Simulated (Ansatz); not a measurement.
Na3SF: relaxed-ion elastic tensor

These are results of Ansatz, DFT PBE, scalar-relativistic, plane waves, PAW, not measurements. Settings: 420 eV plane-wave cutoff, Γ-centred 6×6×6 mesh, fixed occupations. No spin polarisation.

The cell, relaxed at this level:
```xyz
5
Lattice="4.4528 0.0000 0.0000 0.0000 4.4528 0.0000 0.0000 0.0000 4.4528" Properties=species:S:1:pos:R:3 pbc="T T T"
Na    2.2264    0.0000    0.0000
Na    0.0000    2.2264    0.0000
Na    0.0000    0.0000    2.2264
S     2.2264    2.2264    2.2264
F     0.0000    0.0000    0.0000
```

The cell was found from a structure generator's guess, not taken from experiment.

Q: Give the relaxed-ion elastic constants (GPa, Voigt order xx yy zz yz xz xy, on the Cartesian axes of the cell above).

A:
```
80.8 13.3 13.3  0.0  0.0  0.0
13.3 80.8 13.3  0.0  0.0  0.0
13.3 13.3 80.8  0.0  0.0  0.0
 0.0  0.0  0.0 19.3  0.0  0.0
 0.0  0.0  0.0  0.0 19.3  0.0
 0.0  0.0  0.0  0.0  0.0 19.3
```

Q: Is the crystal stable against homogeneous strain?

A: Yes: the least eigenvalue of the tensor is 19.3 GPa.

Q: And the moduli of a polycrystal (Hill averages)?

A: B = 36 GPa, G = 24 GPa, E = 59 GPa, ν = 0.22.
